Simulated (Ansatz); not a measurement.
Bulk C, relaxed with r²SCAN+D4 (plane waves, PAW; program Ansatz):

```cif
data_C2
_chemical_formula_sum 'C2'
_space_group_name_H-M_alt 'P 1'
_space_group_IT_number 1
_cell_length_a 2.45315
_cell_length_b 2.45315
_cell_length_c 3.66923
_cell_angle_alpha 109.498
_cell_angle_beta 109.498
_cell_angle_gamma 60.000
loop_
_space_group_symop_operation_xyz
  'x, y, z'
loop_
_atom_site_label
_atom_site_type_symbol
_atom_site_fract_x
_atom_site_fract_y
_atom_site_fract_z
_atom_site_occupancy
C1 C 0.83335 0.83335 0.00004 1
C2 C 0.16665 0.16665 0.99996 1
```

### Question
One layer is taken out and relaxed. What does that cost?

### Answer
55 meV/atom, or 21 meV/Å² of layer.

### Question
What lattice and gap has the free layer?

### Answer
a = 2.455 Å; no gap.

Space group P6/mmm (graphene). A layer that has been made, often on a substrate. It is flat by the symmetry kept. The cell was relaxed with r²SCAN+D4 under the symmetry of its start; its stability against distortions is not shown here.

Potentials: the later of the program's two PAW sets.
